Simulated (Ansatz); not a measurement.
Input and command of a calculation in Ansatz (plane waves; scalar-relativistic PAW potentials unless the input names others):

```yaml
crystal:
  lattice:
    - [3.5990649428, 0.0, 0.0]
    - [-1.7995324714, 3.1168816703, 0.0]
    - [0.0, 0.0, 5.5816213456]
  atoms:
    - { symbol: "Y", position: [0.0, 0.0, 0.0] }
    - { symbol: "Y", position: [0.3333333333, 0.6666666667, 0.5] }
basis:
  ecutwfc: 420
kpoints:
  mp_grid: { grid: [15, 15, 8] }
hamiltonian:
  xc: pbesol
scf:
  occupations: { method: gaussian, width: 0.1 }
  mixing: { preconditioner: resta }
output:
  forces: true
  eigenvalues: true
  stress: true
```

```bash
ansatz run input.yaml --threads 1 --pin off --max-ram 2560MiB --backend cpu --events-out ev --progress --plain --runs-dir out
```

Abridged log:
```
Pseudopotentials: kind: paw
Pseudopotential: Y, paw, valence charge 11, recommended cutoff 420 eV (normal)
Functional definition: PBEsol
Crystal: 2 atoms, lattice volume = 62.614 Å³
Basis set: ecut = 420 eV, 1207 PW (Γ), exchange–correlation on 50×50×80 points (8 copies of the dense FFT grid, shifted against one another)
Bands: 15, of which v1, the nominal top of the filled ones, is band 11 counted from 1 (10 counted from 0)
Symmetry: 24 space group operations
Space group: P63/mmc (ITA 194), of the structure as read, at distance tolerance 4.0e-5 Å
k-points: 135 of 1800
Initial density: superposition of atomic densities (neutral atoms: chi_scale 0, normalization atom), corrected by the library's trained network
Initial wavefunctions: pseudopotential atomic-orbital guess
Functional: x = pbesol(κ = 0.804, μ = 0.12345679), c = pbesol(β = 0.046)
SCF iter   1: F=—  HF=-7590.154721 eV  |F-HF|=—  |Δ(HF+E_count)|=         —  Δρ=2.41e-3  dr2=2.69e-3  ethr=1.77e-3  ⟨swp⟩=4.4  Hψ=8885  notcnv=0
SCF iter   2: F=—  HF=-7590.154091 eV  |F-HF|=—  |Δ(HF+E_count)|=   6.31e-4  Δρ=1.07e-3  dr2=2.75e-4  ethr=1.22e-5  ⟨swp⟩=2.0  Hψ=4293  notcnv=0
SCF iter   3: F=—  HF=-7590.154135 eV  |F-HF|=—  |Δ(HF+E_count)|=   4.49e-5  Δρ=3.07e-4  dr2=2.28e-5  ethr=1.25e-6  ⟨swp⟩=2.0  Hψ=3524  notcnv=0
SCF iter   4: F=—  HF=-7590.154147 eV  |F-HF|=—  |Δ(HF+E_count)|=   1.16e-5  Δρ=3.84e-5  dr2=3.78e-7  ethr=1.04e-7  ⟨swp⟩=2.0  Hψ=2616  notcnv=0
SCF iter   5: F=-7590.154147 eV  HF=-7590.154147 eV  |F-HF|=9.09e-10  |Δ(HF+E_count)|=   3.42e-7  Δρ=3.15e-6  dr2=3.31e-9  ethr=1.72e-9  ⟨swp⟩=2.9  Hψ=3541  notcnv=0
SCF iter   6: F=-7590.154147 eV  HF=-7590.154147 eV  |F-HF|=1.27e-11  |Δ(HF+E_count)|=   1.47e-9  Δρ=3.30e-7  dr2=4.77e-11  ethr=1.50e-11  ⟨swp⟩=1.4  Hψ=6302  notcnv=0
the search or the solves at the SCF's close seem to have found levels that the self-consistency loop had missed (the run counts 1). By its estimate they hold under 1e-12 electrons; where the run keeps them, the occupations were computed again with them
SCF 1 converged in 6 iterations: F = -7590.154147 eV  dr2 = 4.77e-11
SCF converged after 6 iterations
Free energy (F): -7590.154147 eV
Harris-Foulkes:  -7590.154147 eV  (|F-HF|=1.27e-11)
Internal energy: -7590.136782 eV  (E = F + TS)
E sigma→0 (E₀):  -7590.145465 eV
Entropy (-TS):   -0.017365 eV (-8.682 meV/atom)
Fermi energy:    9.759754 eV
--- Forces (eV/Å), atoms counted from 1 ---
  atom   1  Y      0.00000000     0.00000000     0.00000000
  atom   2  Y      0.00000000     0.00000000     0.00000000
--- Stress (GPa, compression-positive) ---
        0.002415       0.000000       0.000000
        0.000000       0.002415       0.000000
        0.000000       0.000000       0.002931
  P = ⅓ Tr σ = 0.0026 GPa (0.026 kbar)
```

Apart from outputs, empty bands and the relaxation, which only the reference makes, the input differs from a reference run on usual settings in scf.mixing.preconditioner: not typed → "resta". The reference, at the same geometry, ended its own course with pressure 0.00 GPa, largest force 0.000 eV/Å, no gap on the mesh. This run converged in 6 SCF iterations with an energy at zero smearing within 0.01 meV/atom of the reference's, pressure 0.00 GPa, largest force 0.000 eV/Å, no gap on the mesh.

Time: 6.3 s on 1 thread of Arm Neoverse V2, with other jobs on the host, peak memory 0.38 GiB.